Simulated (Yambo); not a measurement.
Rb$_{2}$LiScF$_{6}$ (space group Fm-3m, No. 225): one transition space (4×4×4 mesh, 18 valence and 11 conduction bands, Tamm-Dancoff) with different kernels in Yambo, on PBEsol orbitals; field along x. BSE alone uses the static screening with 92 bands and a 3 Ry block; its scissor and those of RPA and TDDFT come from G0W0, that of the TDHF-type run from bare exchange.

```csv
kernel,scissor (eV),direct gap with it (eV),lowest state (eV),rough cost
BSE (screened electron-hole attraction),5.13,11.88,8.72 (dark),1 (with the screening)
"TDHF-type (unscreened attraction, exchange-only scissor)",15.88,22.62,16.12 (dark),within a factor of two
```

Costs are rough.

These are vertical excitations (zero momentum). Spin singlets only. Strong means a line over 3 % of the spectrum's maximum, dark under 0.03 %. Absolute energies carry the error of the G0W0 scissor, whose convergence isn't established. Convergence of the binding with the mesh was not shown.

Geometry of the Materials Project entry, not relaxed at this level; primitive cell a = 5.9871 Å, b = 5.9871 Å, c = 5.9871 Å, α = 60.00°, β = 60.00°, γ = 60.00°.

The structure is a Materials Project entry; no match was found in the copy of COD used, and its stability was not checked.
